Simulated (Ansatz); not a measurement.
Ba:
```xyz
1
Lattice="-2.5102 2.5102 2.5102 2.5102 -2.5102 2.5102 2.5102 2.5102 -2.5102" Properties=species:S:1:pos:R:3 pbc="T T T"
Ba     0.0000     0.0000     0.0000
```

Relaxed with PBE. Special points in fractions of this cell's reciprocal vectors: Γ (0.000, 0.000, 0.000); H (0.500, -0.500, 0.500); N (0.000, 0.000, 0.500); P (0.250, 0.250, 0.250).

List the band energies nearest the Fermi level at these points for the program Ansatz at the PBE level (PAW).

In eV from the Fermi level; about four levels below and three above (degenerate sets whole), none deeper than 8.9 eV; points with the same levels are listed once.

```
k        below           above
-  -----------  --------------
Γ        -2.73  1.84 1.84 1.84
H  -0.53 -0.53  4.02 4.02 4.02
N        -0.88  0.70 1.23 3.20
P            –  0.53 0.53 0.53
```

Space group Im-3m (bcc (W type)). The cell was relaxed with PBE under the symmetry of its start. Spin–orbit coupling is left out wherever it is not named.

Potentials: the earlier of the program's two PAW sets.
